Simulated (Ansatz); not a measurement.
## BePd, a database entry at a rescaled volume

```
Be Pd
1.0
     2.78725    0.00000    0.00000
     0.00000    2.78725    0.00000
     0.00000    0.00000    2.78725
Be Pd
1 1
Cartesian
  0.0000 0.0000 0.0000
  1.3936 1.3936 1.3936
```

Level: r2SCAN, no spin polarisation; 500 eV; 12×12×12 Γ-centred mesh; fermi-dirac occupations (width 0.1 eV); Ansatz 0.2.0, fixed geometry.

Question: How is the charge shared?

Answer: Bader charges in e: Be +1.55, Pd -1.55. In the mean Be gives up most and Pd takes most.

Question: Is the cell too large or too small?

Answer: The pressure is 5.4 GPa (compression positive), so with the atoms held at these fractions the cell would first expand.

Question: What happens at the Fermi level?

Answer: It is a metal, with about 0.59 states/eV a cell as the mean within 0.25 eV of the Fermi level.

Question: What is the formation energy?

Answer: -0.57 eV an atom against the elements' usual phases (free molecules for gases, crystals otherwise, with no correction for O₂ or N₂), so it is bound against them; other compounds may still compete. Relaxing would lower it.

Origin: a database entry at a rescaled volume.
